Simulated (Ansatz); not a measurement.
Task: Name crystals whose computed values (r²SCAN in the plane-wave PAW code Ansatz) fall in these windows: B₀ by P(V) fit (GPa) 49 to 64; gap (eV) 2.5 to 3.2; electron conductivity mass (mₑ) 0.89 to 1.2.

Result: 

```tsv
crystal	B₀ by P(V) fit (GPa)	gap (eV)	electron conductivity mass (mₑ)
Rb2CrAgF6, Fm-3m (Rb on 8c, Cr on 4a, Ag on 4b, F on 24e)	56.1	2.93	1.1
```
Others may fit too.

Spin orders computed, not proven ground states: Rb2CrAgF6, Fm-3m (Rb on 8c, Cr on 4a, Ag on 4b, F on 24e) ferromagnetic. Standing as an ambient phase not checked: Rb2CrAgF6, Fm-3m (Rb on 8c, Cr on 4a, Ag on 4b, F on 24e). The cell was relaxed under the symmetry of its start. No Hubbard U is applied. Spin–orbit coupling is left out wherever it is not named.

Potentials: the later of the program's two PAW sets.
